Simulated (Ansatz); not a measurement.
**Question.** Name crystals whose computed values (plane-wave PAW HSE06 (Ansatz code)) fall in these windows: gap (eV) 2.8 to 3.5; B₀ by P(V) fit (GPa) 43 to 55.

**Answer.** 

```tsv
crystal	gap (eV)	B₀ by P(V) fit (GPa)
CaSe, rock salt	3.01	50.7
BaS, rock salt	3.13	44.1
```
Others may fit too.

All cells were relaxed under the symmetry of their starts (and spin orders); stability against distortions was not tested throughout. Spin–orbit coupling is left out wherever it is not named.

Potentials: the later of the program's two PAW sets.
